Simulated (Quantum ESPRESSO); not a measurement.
GaP (zinc blende, space group F-43m, No. 216) has an indirect gap of 1.47 eV with PBEsol (Quantum ESPRESSO, PseudoDojo norm-conserving, 80 Ry, no spin-orbit coupling). After an isotropic strain (on all lattice vectors, atoms relaxed) the gap is indirect, 1.38 eV.

Task: Which strain was applied?
A) +2 %
B) -3 %
C) +1 %
D) -1.5 %
E) -0.7 %

Result: D, -1.5 %. Gaps found: -3 %: 1.28 eV (indirect); -1.5 %: 1.38 eV (indirect); -0.7 %: 1.43 eV (indirect); 0 %: 1.47 eV (indirect); 1 %: 1.51 eV (near tie); 2 %: 1.30 eV (direct).
